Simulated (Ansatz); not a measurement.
Relaxed candidate structures of Pt:

A. P6₃/mmc (No. 194), hP4, AFLOW prototype A_hP4_194_ac (A3', as in La); a = 2.7515 Å, b = 2.7515 Å, c = 9.1979 Å, α = 90.00°, β = 90.00°, γ = 120.00°; Pt 2a (0.000, 0.000, 0.000); Pt 2c (0.333, 0.667, 0.250)

B. I4₁/amd, origin choice 1 (No. 141), tI4, AFLOW prototype A_tI4_141_a (A5, as in Sn); a = 4.9686 Å, b = 4.9686 Å, c = 2.6666 Å, α = 90.00°, β = 90.00°, γ = 90.00°; Pt 4a (0.000, 0.000, 0.000)

C. Fm-3m (No. 225), cF4, fcc (Cu type); a = 3.918 Å, b = 3.918 Å, c = 3.918 Å, α = 90.00°, β = 90.00°, γ = 90.00°; Pt 4a (0.000, 0.000, 0.000)

Q: Order them by energy per atom (lowest first) at the level PBEsol (plane waves to 420 eV, PAW, scalar-relativistic; Ansatz, a program for electronic structure).

A: C (reference, the lowest of the structures calculated here), A (+0.03 eV/atom), B (+0.35 eV/atom)

Each run could gain symmetry but not lose that of its start, so entries can be saddle points. From databases, or of a type measured for this composition: Fm-3m, cF4, fcc (Cu type); the others are generated cells (placed on structure types, drawn at random, substituted or restacked) that were not matched to a known phase here. Static energies at zero pressure. No spin polarisation in the result.
